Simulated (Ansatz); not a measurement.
Al2ZnSe4:
```
CELL_PARAMETERS angstrom
     -2.75819     2.75819     5.41354
      2.75819    -2.75819     5.41354
      2.75819     2.75819    -5.41354
ATOMIC_POSITIONS crystal
  Al 0.25000 0.75000 0.50000
  Al 0.50000 0.50000 0.00000
  Zn 0.00000 0.00000 0.00000
  Se 0.39988 0.89224 0.02497
  Se 0.10776 0.13273 0.50764
  Se 0.86727 0.37491 0.97503
  Se 0.62509 0.60012 0.49236
```

The program Ansatz at the PBEsol level (PAW) gives a gap of 2.20 eV without spin–orbit coupling, maximum at Γ, minimum at Γ.

### Question
What happens when spin–orbit coupling is switched on?

### Answer
The gap falls by 0.12 eV, to 2.08 eV; maximum at Γ, minimum at Γ.

### Question
Give the electron effective mass with spin–orbit coupling.

### Answer
0.16, 0.16, 0.28 mₑ (principal values).

### Question
Give the hole effective mass with spin–orbit coupling.

### Answer
0.28, 0.28, 0.72 mₑ (principal values).

Space group I-4. The workflow started from a Materials Project entry (that database holds measured and hypothetical structures alike); the Crystallography Open Database files this formula in space group No. 82, but the cells were not matched. Whether it is the stable phase at ambient conditions was not checked. The PBEsol relaxation kept the symmetry of its start; its stability against distortions is not shown here.

Potentials: the later of the program's two PAW sets.
